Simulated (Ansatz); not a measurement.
A geometry of Hf away from equilibrium: step 2 of the relaxation of a relaxed Hf cell displaced along its unstable phonon at q = (½, ½, 0) of its primitive reciprocal cell (81i cm⁻¹), largest move 0.15 Å. Calculation: PBEsol (plane waves to 420 eV, PAW, scalar-relativistic; Ansatz, an electronic-structure program). Γ-centred k-mesh 11×11×11 on the run's cell (coarser than for final values), Fermi–Dirac smearing 0.05 eV.

```
Hf
1.0
    5.68020     0.00000     0.00000
    2.84010     2.84010     0.00000
    0.00000     0.00000     2.86460
Hf
2
Direct
  0.00000   0.00000   0.12058
  0.50000   0.00000   0.87942
```

### Question
Which atoms carry the largest force, and which way does it point?

### Answer
1.69 eV/Å, on Hf1, Hf2 (atoms numbered as listed); on Hf1 its components are (0.00, 0.00, 1.69).

### Question
What is the pressure?

### Answer
-1.1 GPa, compression positive.

### Question
How far above the relaxed end point is this geometry?

### Answer
0.67 eV/atom; the path ends in I4/mmm (No. 139) (AFLOW prototype A_tI2_139_a (A_a)).

No spin polarisation in the result.

The run could not lose the symmetry of its start, so the end can be a saddle point.

The end of the path is a generated cell of Hf: the first start was made by placing the elements on the sites of a structure type, and the end was not matched to a known phase here, so it may be hypothetical. Known forms of Hf include space group No. 194.
